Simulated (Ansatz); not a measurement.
Total density of states per atom from plane-wave PAW r²SCAN (Ansatz code), in 0.25 eV bins, energy from the Fermi level:

```
E (eV) | states/eV/atom
    -7.85 | ######### 0.32
    -7.60 | ##### 0.19
    -7.35 | ######### 0.31
    -7.10 | ################## 0.64
    -6.85 | ######## 0.28
    -6.60 | ### 0.10
    -6.35 | ## 0.06
    -6.10 | # 0.02
    -5.85 | ## 0.06
    -5.60 | ########## 0.35
    -5.35 | ######## 0.30
    -5.10 | ######## 0.27
    -4.85 | ######## 0.26
    -4.60 | ########### 0.40
    -4.35 | ######## 0.27
    -4.10 | ######## 0.27
    -3.85 | ######### 0.32
    -3.60 | ############### 0.51
    -3.35 | ################ 0.56
    -3.10 | ######################### 0.87
    -2.85 | ###################### 0.78
    -2.60 | ####################### 0.82
    -2.35 | ############################# 1.00
    -2.10 | ######################## 0.82
    -1.85 | ########################## 0.93
    -1.60 | ####################### 0.82
    -1.35 | ###################### 0.75
    -1.10 | ################# 0.59
    -0.85 | ############ 0.44
    -0.60 | ################## 0.62
    -0.35 | ################# 0.61
    -0.10 | ######## 0.27
     0.15 | ######## 0.29
     0.40 | ###### 0.22
     0.65 | ######### 0.32
     0.90 | ########### 0.38
     1.15 | ############ 0.41
     1.40 | ############## 0.50
     1.65 | ################## 0.62
     1.90 | ##################### 0.73
     2.15 | ##################### 0.74
     2.40 | ################## 0.62
     2.65 | ################ 0.56
     2.90 | ############## 0.50
     3.15 | ############## 0.48
     3.40 | ################ 0.55
     3.65 | ##################### 0.73
     3.90 | ####################### 0.81
     4.15 | #################### 0.69
     4.40 | ############################## 1.05
     4.65 | ####################### 0.80
```

Which of these materials gives this?
A) Ta5Ga3B, P6_3/mcm (Ta on 6g, Ta on 4d, Ga on 6g, B on 2b)
B) GaN, NiAs type
C) BPO4, I-4 (B on 2d, P on 2a, O on 8g)
D) Ga2Pt, fluorite or antifluorite type

A, Ta5Ga3B, P6_3/mcm (Ta on 6g, Ta on 4d, Ga on 6g, B on 2b). Within 0.5 eV of the Fermi level: Ta 5d 80 %, Ga 4p 12 %. Projections are on Löwdin-orthogonalised atomic valence shells; empty p or d shells of many metals are not among them.

The first step of the workflow began from a Materials Project structure, measured or hypothetical; the Crystallography Open Database copy checked does not list it. Whether it is the stable phase at ambient conditions was not checked. The cell was relaxed with r²SCAN under the symmetry of its start; whether a distortion lowers the energy is not shown. The run is not spin-polarised. Spin–orbit coupling is left out wherever it is not named.

Potentials: the later of the program's two PAW sets.
